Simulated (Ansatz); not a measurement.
Input and output for rocksalt HfN (110), 3 layers: DFT, PBE, PAW with Ansatz's default frozen-core files, scalar-relativistic (Ansatz 0.2.0). This run: atoms relaxed.

The slab is cut from a bulk crystal relaxed on PAW files (its atoms may have been relaxed since), whose type needn't be the stable one.

Command: `ansatz run input.yaml --threads 2 --pin off --max-ram 4096MiB --backend cpu --events-out ev --progress --plain --runs-dir out` It took 30 s on 2 threads of AMD EPYC 9R45 96-Core Processor (Zen 5) (shared host), peak memory 0.71 GiB.

```yaml
crystal:
  lattice:
    - [3.2157240931, 0.0, 0.0]
    - [0.0, 4.5477206253, 0.0]
    - [0.0, 0.0, 19.2157]
  atoms:
    - { symbol: Hf, position: [0.0, 0.25, 0.4163256063] }
    - { symbol: "N", position: [0.0, 0.75, 0.4163256063] }
    - { symbol: Hf, position: [0.5, 0.75, 0.5] }
    - { symbol: "N", position: [0.5, 0.25, 0.5] }
    - { symbol: Hf, position: [0.0, 0.25, 0.5836743937] }
    - { symbol: "N", position: [0.0, 0.75, 0.5836743937] }
kpoints:
  mp_grid: { grid: [9, 7, 1] }
scf:
  occupations: { method: fermi_dirac, width: 0.02 }
hamiltonian:
  xc: pbe
  pseudopotentials: { kind: paw }
output:
  forces: true
  stress: true
  eigenvalues: true
relax:
  f_tol: 0.01
  max_steps: 40
efield:
  axis: 3
  amplitude: 0
  dipole_correction: true
```

Output:

```
Warning: output.stress: scf.convergence.dr2_threshold = 1e-7 eV (the SCF's general default) is looser than the 6e-10 eV advised for a printed stress (1e-10 eV for each atom of the cell: 6). What an SCF threshold leaves in a stress goes as its square root, and in the free energy as the threshold itself, and one threshold admits the most on a small cell: of the crystals measured, under no hybrid functional and no lock of the moments, on runs that ended without the residual-converged pass, on stresses that held no estimate of that error, the worst erred by over 100 MPa in a component at 1e-7 eV an atom and by under 5 at 1e-10. Every solve of this run answers to scf.convergence.dr2_threshold, and the tensor of one is reported: a single SCF on the reported geometry and on this run's grids (its basis.xc_grid and basis.ecutrho_ratio typed), with scf.convergence.dr2_threshold at 6e-10 eV or tighter, prints it and tightens no other solve. Else set scf.convergence.dr2_threshold to 6e-10 eV or tighter. The threshold is an SCF's pass mark: one that does not reach it within its budget of iterations ends unconverged, or closes short of it on a stop that the run arms, and scf.convergence.dr2_threshold's page says what that costs each kind of run
Engine: ansatz 0.2.0
Pseudopotentials: kind: paw
Pseudopotential: Hf, paw, valence charge 26, recommended cutoff 420 eV (normal), Hf.paw.azcp
Pseudopotential: N, paw, valence charge 5, recommended cutoff 420 eV (normal), N.paw.azcp
Functional definition: PBE
  parameter kappa = 0.804
  parameter beta = 0.06672455060314922
  exchange = pbe_x(kappa = kappa, mu = beta*pi^2/3)
  correlation = pbe_c(beta = beta)
Crystal: 6 atoms, lattice volume = 281.015 Å³
Basis set: ecut = 420 eV, 5525 PW (Γ), exchange–correlation on 48×64×270 points (8 copies of the dense FFT grid, shifted against one another)
Bands: 56, of which v1, the nominal top of the filled ones, is band 47 counted from 1 (46 counted from 0)
Symmetry: 4 space group operations
k-points: 20 of 63
Non-local potential: Hf, projectors of the file, l = 0: 3, l = 1: 2, l = 2: 2, l = 3: 3
Non-local potential: N, projectors of the file, l = 0: 2, l = 1: 2, l = 2: 1
PAW form: soft (Blöchl's): semilocal exchange-correlation on the pseudo side does not see the compensation charge
PAW one-centre angular grid: Hf, 590 points (default); XC on 64 Gauss nodes
PAW one-centre angular grid: N, 110 points (default); XC on 64 Gauss nodes
Initial density: superposition of atomic densities (neutral atoms: chi_scale 0, normalization atom), corrected by the library's trained network
Initial wavefunctions: pseudopotential atomic-orbital guess
Functional: x = pbe(κ = 0.804, μ = 0.2195149727645171), c = pbe(β = 0.06672455060314922)
SCF iter   1: F=—  HF=-48321.004782 eV  |F-HF|=—  |Δ(HF+E_count)|=         —  Δρ=5.15e-3  dr2=1.46e-1  ethr=1.77e-3  p=0.000 e·Å  D=1.42e-13 V/Å  ΔV_dip=-0.00 eV  dr2_dipole=7.96e-6  V_vac-E_F(+/−)=3.79/3.79 eV  ⟨swp⟩=7.3  Hψ=4322  notcnv=0  defer=2
efield: sawtooth ramp at fractional position 0.9500 (placed from the atoms, in the widest stretch of the axis that holds none; the zero of the levels goes with the place), width 0.1000; the density the first Hamiltonian is built on has a dipole p = 0.000 e·Å; the dipole correction subtracts the counter field D = 1.42e-13 V/Å, which shifts the + side's vacuum level by -0.00 eV against the − side's; the planar-averaged density in the ramp window peaks in size at 3.1e-5 e/Å³
preconditioner: auto → LDOS  [metal: Δε(μ)=0.029 eV  Ē_g=16.799 eV  σ=0.020 eV  W_gap=0.33  n_scr=48 (ndim 8)  ℏωp=20.7 eV  f_vac=0.654  D(μ)=4.49/eV (n_scr^D=24)  β→1.0]
SCF iter   2: F=—  HF=-48321.014952 eV  |F-HF|=—  |Δ(HF+E_count)|=   1.02e-2  Δρ=6.36e-3  dr2=1.36e-1  ethr=1.57e-4  p=-0.000 e·Å  D=-7.28e-5 V/Å  ΔV_dip=0.00 eV  dr2_dipole=9.41e-6  V_vac-E_F(+/−)=3.72/3.72 eV  ⟨swp⟩=3.6  Hψ=2260  notcnv=0  defer=57
SCF iter   3: F=—  HF=-48320.991806 eV  |F-HF|=—  |Δ(HF+E_count)|=   2.31e-2  Δρ=7.56e-4  dr2=2.41e-3  ethr=1.47e-4  p=-0.000 e·Å  D=-3.56e-5 V/Å  ΔV_dip=0.00 eV  dr2_dipole=2.27e-6  V_vac-E_F(+/−)=3.74/3.74 eV  ⟨swp⟩=2.5  Hψ=1904  notcnv=0  defer=57
SCF iter   4: F=—  HF=-48320.992133 eV  |F-HF|=—  |Δ(HF+E_count)|=   3.28e-4  Δρ=3.46e-4  dr2=3.18e-4  ethr=2.59e-6  p=0.000 e·Å  D=1.53e-5 V/Å  ΔV_dip=-0.00 eV  dr2_dipole=4.44e-9  V_vac-E_F(+/−)=3.74/3.74 eV  ⟨swp⟩=2.2  Hψ=2083  notcnv=0  defer=57
SCF iter   5: F=—  HF=-48320.992331 eV  |F-HF|=—  |Δ(HF+E_count)|=   1.98e-4  Δρ=2.21e-4  dr2=1.21e-4  ethr=3.42e-7  p=0.000 e·Å  D=3.04e-6 V/Å  ΔV_dip=-0.00 eV  dr2_dipole=3.03e-9  V_vac-E_F(+/−)=3.75/3.75 eV  ⟨swp⟩=2.0  Hψ=1968  notcnv=0  defer=57
SCF iter   6: F=—  HF=-48320.992355 eV  |F-HF|=—  |Δ(HF+E_count)|=   2.44e-5  Δρ=1.19e-4  dr2=2.79e-5  ethr=1.31e-7  p=0.000 e·Å  D=3.07e-6 V/Å  ΔV_dip=-0.00 eV  dr2_dipole=2.25e-9  V_vac-E_F(+/−)=3.76/3.76 eV  ⟨swp⟩=2.1  Hψ=1997  notcnv=0  defer=57
SCF iter   7: F=—  HF=-48320.992391 eV  |F-HF|=—  |Δ(HF+E_count)|=   3.51e-5  Δρ=5.68e-5  dr2=5.46e-6  ethr=3.00e-8  p=0.000 e·Å  D=1.04e-6 V/Å  ΔV_dip=-0.00 eV  dr2_dipole=2.02e-10  V_vac-E_F(+/−)=3.76/3.76 eV  ⟨swp⟩=3.1  Hψ=2506  notcnv=0  defer=57
SCF iter   8: F=-48320.992411 eV  HF=-48320.992406 eV  |F-HF|=5.60e-6  |Δ(HF+E_count)|=   1.51e-5  Δρ=2.52e-5  dr2=9.18e-7  ethr=2.69e-9  p=-0.000 e·Å  D=-2.57e-7 V/Å  ΔV_dip=0.00 eV  dr2_dipole=4.97e-12  V_vac-E_F(+/−)=3.76/3.76 eV  ⟨swp⟩=14.6  Hψ=5798  notcnv=0
SCF 1 converged in 8 iterations: F = -48320.992411 eV  dr2 = 9.18e-7
  greatest PAW one-centre occupation: 0.999 electrons in one spin orbital (limit 2), on the Hf atom at site 2 (counted from 0), in its partial waves of l = 0
relax step   1: F+E_penalty+E_count = -48320.99241123 eV  Δ(F+E_penalty+E_count) = +0.000e0 eV  max|allowed force component| = 8.781e-1 eV/Å  Δτ_max = 0.0000 Å  (8 SCF iters, dr2 threshold 2.50e-6 eV, accepted)
Initial density: handed on by an earlier stage of this run
Initial wavefunctions: those handed on with the density
iter 1 solved again at ethr=8.28e-4 eV; its pass at ethr=3.10e-3 eV (dr2=7.70e-1 eV) is discarded
SCF iter   1: F=—  HF=-48321.232293 eV  |F-HF|=—  |Δ(HF+E_count)|=         —  Δρ=9.70e-3  dr2=7.88e-1  ethr=8.28e-4  p=-0.000 e·Å  D=-2.57e-7 V/Å  ΔV_dip=0.00 eV  dr2_dipole=8.12e-12  V_vac-E_F(+/−)=3.74/3.74 eV  ⟨swp⟩=1.6  Hψ=4025  notcnv=0  defer=40
efield: sawtooth ramp at fractional position 0.9500 (handed on by an earlier solve), width 0.1000; the density the first Hamiltonian is built on has a dipole p = -0.000 e·Å; the dipole correction subtracts the counter field D = -2.57e-7 V/Å, which shifts the + side's vacuum level by +0.00 eV against the − side's; the planar-averaged density in the ramp window peaks in size at 1.7e-6 e/Å³
preconditioner: auto → LDOS  [metal: Δε(μ)=0.031 eV  Ē_g=17.028 eV  σ=0.020 eV  W_gap=0.37  n_scr=48 (ndim 8)  ℏωp=20.7 eV  f_vac=0.669  D(μ)=6.19/eV (n_scr^D=36)  β→1.0]
[... lines left out ...]
  E_kinetic    = 1652.339911
  E_local      = -115513.945975  (includes V_loc(G=0)·N_el)
  E_nonlocal   = -3595.870610
  E_hartree    = 56461.338539
  E_xc         = -1077.489322
  E_vxc        = -1024.094910  (∫ρ·V_xc dr)
  E_paw        = -21161.629126  (= ΣΔE_a)
  E_vpaw       = 4217.264104  (= ΣTr[D̂ρ^β])
  E_aug_tail   = 0.000277  (compensation charges beyond the density's cutoff)
  E_efield     = 0.000000  (sawtooth field / dipole correction)
  E_vefield    = 0.000000  (∫n·V_field dr)
  E_ewald      = 34914.147101
  E_smearing   = -0.008227  (= −TS)
  E_closure    = 0.000000  (closes the sum)
  Σ components = -48321.117433   (vs F -48321.117433, Δ=0.00e0)
--- Forces (eV/Å), atoms counted from 1 ---
  atom   1  Hf     0.00000000     0.00000000    -0.00014792
  atom   2  N      0.00000000     0.00000000     0.00033460
  atom   3  Hf     0.00000000     0.00000000     0.00001079
  atom   4  N      0.00000000     0.00000000    -0.00000717
  atom   5  Hf     0.00000000     0.00000000     0.00013174
  atom   6  N      0.00000000     0.00000000    -0.00032156
  max |Σ_I F_I| component: 4.83e-7 eV/Å
--- Stress (GPa, compression-positive) ---
        0.932788       0.000000       0.000000
        0.000000      -7.603347       0.000000
        0.000000       0.000000      -0.001108
  P = ⅓ Tr σ = -2.2239 GPa (-22.239 kbar)
--- Band table (eV; the first three rows and the last of 20) ---
  k-point 0: bands = ["-59.6936", "-59.6753", "-58.9882", "-28.7884", "-28.4360", "-28.4328", "-28.2445", "-28.2265", "-28.1754", "-27.7701", "-27.7086", "-27.4948", "-13.4486", "-11.5054", "-10.6361", "-9.7012", "-9.7009", "-9.6760", "-9.6524", "-9.6463", "-9.6286", "-9.6263", "-9.6216", "-9.6031", "-9.5934", "-9.5858", "-9.5805", "-9.5577", "-9.5577", "-8.9479", "-8.9125", "-8.9015", "-8.8986", "-8.8754", "-8.8400", "-8.7614", "-3.4565", "-2.1924", "-2.1096", "-1.6779", "-0.1651", "-0.0804", "0.9725", "1.1410", "1.4444", "2.0939", "2.3752", "3.8213", "3.9135", "4.1055", "4.5367", "5.1258", "5.7398", "5.9449", "5.9853", "6.0068"]
  k-point 1: bands = ["-59.6934", "-59.6753", "-58.9884", "-28.8102", "-28.4314", "-28.4063", "-28.2552", "-28.2412", "-28.1752", "-27.7887", "-27.6830", "-27.4981", "-13.3414", "-11.4276", "-10.5576", "-9.7011", "-9.7009", "-9.6759", "-9.6524", "-9.6446", "-9.6285", "-9.6241", "-9.6215", "-9.6026", "-9.5932", "-9.5696", "-9.5643", "-9.5571", "-9.5570", "-8.9402", "-8.9111", "-8.8994", "-8.8980", "-8.8752", "-8.8402", "-8.7512", "-3.5778", "-2.6483", "-2.2519", "-1.5141", "-0.4791", "-0.1620", "0.1882", "1.0606", "1.4171", "1.9029", "2.4644", "3.6311", "4.2566", "4.5820", "4.7050", "5.1750", "5.6839", "5.9912", "6.2061", "6.3073"]
  k-point 2: bands = ["-59.6928", "-59.6752", "-58.9890", "-28.8508", "-28.4270", "-28.3449", "-28.3128", "-28.2336", "-28.1748", "-27.8335", "-27.6331", "-27.5058", "-13.0851", "-11.2481", "-10.3873", "-9.7010", "-9.7009", "-9.6755", "-9.6523", "-9.6412", "-9.6283", "-9.6219", "-9.6213", "-9.6012", "-9.5860", "-9.5559", "-9.5556", "-9.5455", "-9.4948", "-8.9232", "-8.9080", "-8.8946", "-8.8938", "-8.8746", "-8.8407", "-8.7166", "-3.8794", "-3.4662", "-2.3786", "-1.5099", "-1.1300", "-1.1043", "-0.3323", "0.8681", "1.3687", "1.6082", "2.6436", "3.5707", "5.1164", "5.2353", "5.2452", "5.4804", "5.4996", "6.0356", "6.6294", "6.7300"]
  k-point 19: bands = ["-59.6751", "-59.6582", "-58.9712", "-28.7715", "-28.6958", "-28.5677", "-28.4197", "-28.3697", "-28.2137", "-27.8233", "-27.7897", "-27.6236", "-12.6028", "-10.5984", "-10.1933", "-9.6766", "-9.6746", "-9.6618", "-9.6522", "-9.6502", "-9.6288", "-9.6226", "-9.6132", "-9.6072", "-9.5959", "-9.5837", "-9.5515", "-9.4235", "-9.3797", "-8.9112", "-8.9068", "-8.8944", "-8.8841", "-8.8640", "-8.8250", "-8.6885", "-4.2467", "-3.9637", "-2.6591", "-1.6244", "-1.3887", "-1.3094", "-0.7195", "-0.1837", "0.1334", "3.4019", "3.6392", "4.8521", "5.1415", "5.5186", "5.6814", "6.1626", "6.4500", "6.5615", "6.8346", "8.1726"]
--- Relaxed structure (6 steps of the walk, 6 accepted, 0 SCFs on fresh bases) ---
  F+E_penalty+E_count = -48321.11743256 eV   max|allowed force component| = 3.345e-4 eV/Å
  atoms:
    - { symbol: Hf, position: [0.0, 0.25, 0.42015102878451077] }
    - { symbol: N, position: [0.0, 0.75, 0.4201061567984961] }
    - { symbol: Hf, position: [0.5, 0.75, 0.4999999479153031] }
    - { symbol: N, position: [0.5, 0.25, 0.5000000535713348] }
    - { symbol: Hf, position: [0.0, 0.25, 0.5798490693066524] }
    - { symbol: N, position: [0.0, 0.75, 0.5798937436237027] }
```

Next run (field of 0.2 V/Å along the normal), as changes to the input before:

```diff
   atoms:
-    - { symbol: Hf, position: [0.0, 0.25, 0.4163256063] }
-    - { symbol: "N", position: [0.0, 0.75, 0.4163256063] }
-    - { symbol: Hf, position: [0.5, 0.75, 0.5] }
-    - { symbol: "N", position: [0.5, 0.25, 0.5] }
-    - { symbol: Hf, position: [0.0, 0.25, 0.5836743937] }
-    - { symbol: "N", position: [0.0, 0.75, 0.5836743937] }
+    - { symbol: Hf, position: [0.0, 0.25, 0.4201510288] }
+    - { symbol: "N", position: [0.0, 0.75, 0.4201061568] }
+    - { symbol: Hf, position: [0.5, 0.75, 0.4999999479] }
+    - { symbol: "N", position: [0.5, 0.25, 0.5000000536] }
+    - { symbol: Hf, position: [0.0, 0.25, 0.5798490693] }
+    - { symbol: "N", position: [0.0, 0.75, 0.5798937436] }
 kpoints:
   eigenvalues: true
-relax:
-  f_tol: 0.01
-  max_steps: 40
 efield:
   axis: 3
-  amplitude: 0
+  amplitude: 0.2
   dipole_correction: true
```

Command: `ansatz run input.yaml --threads 2 --pin off --max-ram 4096MiB --backend cpu --events-out ev --progress --plain --runs-dir out` It took 9.1 s on 2 threads of AMD EPYC 9R45 96-Core Processor (Zen 5), with other jobs on the host, peak memory 0.67 GiB.

Results part of the output:

```
SCF 1 converged in 15 iterations: F = -48321.129688 eV  dr2 = 3.24e-8
  greatest PAW one-centre occupation: 0.999 electrons in one spin orbital (limit 2), on the Hf atom at site 2 (counted from 0), in its partial waves of l = 0
SCF converged after 15 iterations
Free energy (F): -48321.129688 eV
Harris-Foulkes:  -48321.129688 eV  (|F-HF|=1.39e-7)
Internal energy: -48321.121458 eV  (E = F + TS)
E sigma→0 (E₀):  -48321.125573 eV
Entropy (-TS):   -0.008230 eV (-1.372 meV/atom)
Fermi energy:    2.951518 eV
Dipole field:    D = 0.079024 V/Å  (p = 0.122723 e·Å, saw-weighted, corrected)
Work function:   not extracted (applied field tilts the vacuum); planar V_es + V_field profile in the machine report
Levels:          The Fermi level and band energies are counted from a zero that moves with the ramp; work functions are not
--- Per-component energies (eV) ---
  E_band       = -1342.305633
  E_kinetic    = 1652.329266
[... lines left out ...]
  atom   3  Hf     0.00000000     0.00000000     0.00512221
  atom   4  N      0.00000000     0.00000000     0.01931833
  atom   5  Hf     0.00000000     0.00000000    -0.02102074
  atom   6  N      0.00000000     0.00000000     0.00846027
  max |Σ_I F_I| component: 8.05e-5 eV/Å
--- Stress (GPa, compression-positive) ---
        0.942619       0.000000       0.000000
        0.000000      -7.599445       0.000000
        0.000000       0.000000      -0.001124
  P = ⅓ Tr σ = -2.2193 GPa (-22.193 kbar)
--- Band table (eV; the first three rows and the last of 20) ---
  k-point 0: bands = ["-59.7041", "-59.6807", "-58.9954", "-28.7965", "-28.4438", "-28.4401", "-28.2530", "-28.2341", "-28.1833", "-27.7774", "-27.7158", "-27.5019", "-13.4561", "-11.5123", "-10.6430", "-9.7105", "-9.7103", "-9.6827", "-9.6593", "-9.6573", "-9.6414", "-9.6311", "-9.6247", "-9.6128", "-9.6056", "-9.5896", "-9.5861", "-9.5724", "-9.5589", "-8.9551", "-8.9198", "-8.9088", "-8.9059", "-8.8827", "-8.8472", "-8.7686", "-3.4644", "-2.2000", "-2.1170", "-1.6846", "-0.1722", "-0.0873", "0.9656", "1.1345", "1.4366", "2.0870", "2.3683", "3.8138", "3.9051", "4.0985", "4.5298", "5.1166", "5.7309", "5.9056", "5.9371", "5.9992"]
  k-point 1: bands = ["-59.7039", "-59.6806", "-58.9956", "-28.8182", "-28.4389", "-28.4140", "-28.2627", "-28.2497", "-28.1831", "-27.7960", "-27.6902", "-27.5052", "-13.3489", "-11.4345", "-10.5645", "-9.7105", "-9.7102", "-9.6825", "-9.6592", "-9.6553", "-9.6414", "-9.6292", "-9.6246", "-9.6131", "-9.6000", "-9.5792", "-9.5718", "-9.5685", "-9.5583", "-8.9474", "-8.9184", "-8.9067", "-8.9053", "-8.8824", "-8.8474", "-8.7584", "-3.5856", "-2.6556", "-2.2594", "-1.5209", "-0.4862", "-0.1690", "0.1812", "1.0542", "1.4093", "1.8959", "2.4573", "3.6245", "4.2492", "4.5730", "4.6982", "5.1666", "5.6751", "5.9836", "6.0548", "6.1983"]
  k-point 2: bands = ["-59.7034", "-59.6805", "-58.9961", "-28.8588", "-28.4345", "-28.3534", "-28.3195", "-28.2422", "-28.1827", "-27.8408", "-27.6404", "-27.5129", "-13.0927", "-11.2550", "-10.3943", "-9.7106", "-9.7100", "-9.6822", "-9.6592", "-9.6519", "-9.6412", "-9.6271", "-9.6244", "-9.6114", "-9.5915", "-9.5705", "-9.5570", "-9.5539", "-9.5017", "-8.9304", "-8.9152", "-8.9019", "-8.9010", "-8.8819", "-8.8480", "-8.7238", "-3.8872", "-3.4735", "-2.3861", "-1.5167", "-1.1373", "-1.1112", "-0.3393", "0.8617", "1.3608", "1.6012", "2.6363", "3.5651", "5.1073", "5.2279", "5.2381", "5.4725", "5.4925", "6.0280", "6.4048", "6.7222"]
  k-point 19: bands = ["-59.6857", "-59.6634", "-58.9783", "-28.7796", "-28.7039", "-28.5758", "-28.4275", "-28.3769", "-28.2213", "-27.8306", "-27.7969", "-27.6308", "-12.6103", "-10.6054", "-10.2005", "-9.6884", "-9.6834", "-9.6678", "-9.6605", "-9.6577", "-9.6345", "-9.6336", "-9.6243", "-9.6118", "-9.6007", "-9.5929", "-9.5581", "-9.4322", "-9.3865", "-8.9185", "-8.9141", "-8.9017", "-8.8914", "-8.8713", "-8.8322", "-8.6957", "-4.2539", "-3.9712", "-2.6668", "-1.6316", "-1.3957", "-1.3164", "-0.7265", "-0.1904", "0.1268", "3.3952", "3.6326", "4.8451", "5.1342", "5.5107", "5.6761", "6.1550", "6.4428", "6.5542", "6.8275", "8.1656"]
```

Next run (core holes in 4f of Hf), as changes to the input before:

```diff
   eigenvalues: true
-efield:
-  axis: 3
-  amplitude: 0.2
-  dipole_correction: true
+  core_levels:
+    shells: { Hf: ["4f"] }
+    counted_from: conduction_bottom
+    add_spin: false
```

Command: `ansatz run input.yaml --threads 2 --pin off --max-ram 4096MiB --backend cpu --events-out ev --progress --plain --runs-dir out` It took 19 s on 2 threads of AMD EPYC 9R45 96-Core Processor (Zen 5) (shared host), peak memory 0.8 GiB.

Results part of the output:

```
Warning: the atoms were moved onto the symmetric positions of the space group found under crystal.symmetry.tolerance 1.0e-5 (fractional; no operation is sought that the atoms, as they stand in a round, miss by more than twice it, and no atom is moved by as much as it), and the run uses the moved positions. Before a round's move an operation carried an atom to 2.06e-6 Å from where it should land, t
SCF 1 converged in 10 iterations: F = -48321.117433 eV  dr2 = 8.60e-8
  greatest PAW one-centre occupation: 0.999 electrons in one spin orbital (limit 2), on the Hf atom at site 2 (counted from 0), in its partial waves of l = 0
── core hole 1/2: 4f of Hf 0 ──
── 4f of Hf 0: 16.236 eV over the cell without the hole, in 13 iterations ──
── core hole 2/2: 4f of Hf 2 ──
── 4f of Hf 2: 16.004 eV over the cell without the hole, in 14 iterations ──
SCF converged after 10 iterations
Free energy (F): -48321.117433 eV
Harris-Foulkes:  -48321.117430 eV  (|F-HF|=2.35e-6)
[... lines left out ...]
  k-point 1: bands = ["-59.6935", "-59.6754", "-58.9885", "-28.8104", "-28.4315", "-28.4065", "-28.2553", "-28.2413", "-28.1753", "-27.7888", "-27.6830", "-27.4982", "-13.3415", "-11.4276", "-10.5577", "-9.7013", "-9.7011", "-9.6761", "-9.6526", "-9.6449", "-9.6288", "-9.6243", "-9.6218", "-9.6029", "-9.5934", "-9.5699", "-9.5646", "-9.5574", "-9.5573", "-8.9402", "-8.9112", "-8.8994", "-8.8981", "-8.8752", "-8.8403", "-8.7512", "-3.5779", "-2.6484", "-2.2520", "-1.5142", "-0.4792", "-0.1621", "0.1882", "1.0605", "1.4171", "1.9028", "2.4644", "3.6311", "4.2565", "4.5820", "4.7050", "5.1749", "5.6839", "5.9912", "6.2060", "6.3107"]
  k-point 2: bands = ["-59.6930", "-59.6754", "-58.9890", "-28.8510", "-28.4271", "-28.3450", "-28.3129", "-28.2337", "-28.1749", "-27.8336", "-27.6332", "-27.5059", "-13.0852", "-11.2482", "-10.3874", "-9.7012", "-9.7011", "-9.6757", "-9.6526", "-9.6415", "-9.6286", "-9.6222", "-9.6216", "-9.6015", "-9.5862", "-9.5562", "-9.5558", "-9.5457", "-9.4950", "-8.9232", "-8.9080", "-8.8947", "-8.8938", "-8.8746", "-8.8408", "-8.7166", "-3.8795", "-3.4663", "-2.3787", "-1.5100", "-1.1301", "-1.1044", "-0.3324", "0.8680", "1.3686", "1.6082", "2.6436", "3.5707", "5.1164", "5.2352", "5.2451", "5.4803", "5.4996", "6.0355", "6.6318", "6.7299"]
  k-point 19: bands = ["-59.6752", "-59.6584", "-58.9712", "-28.7716", "-28.6960", "-28.5678", "-28.4198", "-28.3698", "-28.2138", "-27.8234", "-27.7898", "-27.6237", "-12.6029", "-10.5985", "-10.1934", "-9.6768", "-9.6749", "-9.6620", "-9.6524", "-9.6504", "-9.6291", "-9.6228", "-9.6135", "-9.6074", "-9.5962", "-9.5840", "-9.5518", "-9.4238", "-9.3799", "-8.9113", "-8.9069", "-8.8944", "-8.8841", "-8.8641", "-8.8250", "-8.6886", "-4.2468", "-3.9638", "-2.6592", "-1.6245", "-1.3887", "-1.3095", "-0.7196", "-0.1838", "0.1333", "3.4019", "3.6391", "4.8521", "5.1414", "5.5186", "5.6814", "6.1625", "6.4499", "6.5614", "6.8345", "8.1726"]
--- Core levels from the conduction bottom, as differences alone (as output.core_levels.counted_from types it; a hole's nearest image at 3.2 Å) ---
  the holes have no spin, as output.core_levels.add_spin types it
  atom         alike  shell      binding/eV   shift/eV difference/eV images/eV   SCF
  Hf 0             2     4f               –     +0.000        16.236         –    13
  Hf 2             1     4f               –     -0.232        16.004         –    14
  the dataset of Hf with a 4f hole: scattering error 0.038 eV; free atom: scalar-relativistic, large and small components
  the two lines of Hf's 4f: 4f5/2 +0.952 eV and 4f7/2 -0.714 eV off its levels, 3 : 4 in strength
```

Spin–orbit coupling is left out, which matters for the heavy atoms.
